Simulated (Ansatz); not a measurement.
**TiTl2I6O18: O-17 NMR of the central transition**

Cell: a measured structure from the Crystallography Open Database (COD) whose atoms were relaxed with PBE, the cell held.

Space group R-3:H (No. 148); a = 11.4167, c = 11.3953 Å, γ = 120.00°.

```
site  Wyckoff  site symmetry       x       y       z
  Ti       3b            -3.  0.0000  0.0000  0.5000
  Tl       6c             3.  0.0000  0.0000  0.8310
   I      18f              1  0.3153  0.0498  0.3896
 O10      18f              1  0.1542  0.0583  0.3941
 O16      18f              1  0.3770  0.1379  0.5307
 O22      18f              1  0.3986  0.1911  0.2873
```

One atom of each set is listed; the run and its k-mesh use a cell of 27 atoms with edges of 7.61, 7.61, 7.61 Å.

The numbers come from a DFT calculation in Ansatz (PBE, plane waves and PAW, scalar-relativistic, 420 eV cutoff, Γ-centred 3×3×3 k-points, Fermi–Dirac smearing 0.02 eV).

O-17 has I = 5/2 and Q = -25.58 mb (Pyykkö 2018); at 28.2 T its Larmor frequency is ν₀ = 162.8 MHz. Only the quadrupole interaction is simulated: positions count from each site's isotropic chemical shift, and J coupling is left out, as are shift anisotropy and dipolar coupling, which fast spinning averages.

Simulated pattern of one O site (fast magic-angle spinning, Gaussian broadening 0.2 kHz):

(offset (kHz), height): (-6.819, 0), (-6.652, 0), (-6.485, 4), (-6.319, 6), (-6.152, 6), (-5.986, 6), (-5.819, 6), (-5.653, 7), (-5.486, 7), (-5.320, 7), (-5.153, 7), (-4.987, 7), (-4.820, 7), (-4.653, 8), (-4.487, 9), (-4.320, 27), (-4.154, 53), (-3.987, 75), (-3.821, 83), (-3.654, 64), (-3.488, 54), (-3.321, 50), (-3.155, 47), (-2.988, 46), (-2.821, 45), (-2.655, 45), (-2.488, 45), (-2.322, 46), (-2.155, 47), (-1.989, 50), (-1.822, 53), (-1.656, 58), (-1.489, 66), (-1.323, 86), (-1.156, 100), (-0.989, 79), (-0.823, 60), (-0.656, 21), (-0.490, 1), (-0.323, 0)

(1) Which |C_Q| and η does the pattern imply?

Answers

(1) The pattern spans 5.82 kHz before broadening and its centre of gravity is at -2.61 kHz, which fixes P_Q; the places of the horns and steps fix η. That gives P_Q = 8.42 MHz, |C_Q| = 8.40 MHz and η = 0.13, the values that the calculation gives site O16 (1 I at 1.84 Å; also 1 I at 2.67 Å, 1 Tl at 2.94 Å). The other sites have |C_Q| = 7.68, 9.51 MHz. The sign of C_Q can't be read from the pattern.

At O16 V_zz points along its bond to I (within 2°).

Without spin–orbit coupling the gradients at and beside I can be off by some per cent, at some sites by more.

The relaxation (5 steps) took 2.5 min of wall time (4.9 min of CPU time) and 1.2 GiB at its peak, on 2 threads of Arm Neoverse N1 (aarch64; 36 cores open to the job, memory cap 5.0 GiB, no GPU), a shared host with a load of 1.0 a core.
